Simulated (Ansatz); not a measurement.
Hf2CuSb3:
```
CELL_PARAMETERS angstrom
      3.90123     0.00000     0.00000
      0.00000     3.90123     0.00000
      0.00000     0.00000     8.55639
ATOMIC_POSITIONS crystal
  Sb 0.50000 0.50000 0.00000
  Cu 0.00000 0.00000 0.00000
  Hf 0.00000 0.50000 0.73652
  Hf 0.50000 0.00000 0.26348
  Sb 0.00000 0.50000 0.37595
  Sb 0.50000 0.00000 0.62405
```

Relaxed with r²SCAN. Special points in fractions of this cell's reciprocal vectors: Γ (0.000, 0.000, 0.000); X (0.000, 0.500, 0.000); M (0.500, 0.500, 0.000); Z (0.000, 0.000, 0.500); R (0.000, 0.500, 0.500); A (0.500, 0.500, 0.500).

**Question.** List the band energies nearest the Fermi level at these points for plane-wave PAW r²SCAN (Ansatz code).

**Answer.** In eV from the Fermi level; about four levels below and three above (degenerate sets whole), none deeper than 8.9 eV; points with the same levels are listed once.

```csv
k,below,above
Γ,-1.32 -1.23 -1.23 -0.97,0.84 0.84 1.25
X,-1.53 -1.37 -1.13 -1.07,0.53 0.69 1.50
M,-2.11 -2.11 -1.97 -1.69,0.16 2.95 2.95
Z,-1.40 -1.40 -1.20 -0.65 -0.15,0.97 0.97 1.84
R,-1.97 -1.62 -1.60 -0.31,0.34 0.78 1.78
A,-1.89 -1.82 -1.45 -1.45,0.07 2.82 2.82
```

Space group P-4m2. The workflow started from an entry of the Crystallography Open Database (COD). Whether it is the stable phase at ambient conditions was not checked. The r²SCAN relaxation kept the symmetry of its start; its stability against distortions is not shown here. No spin polarisation was allowed. Scalar-relativistic: spin–orbit coupling is off unless named, which matters more the heavier the elements.

Potentials: the later of the program's two PAW sets.
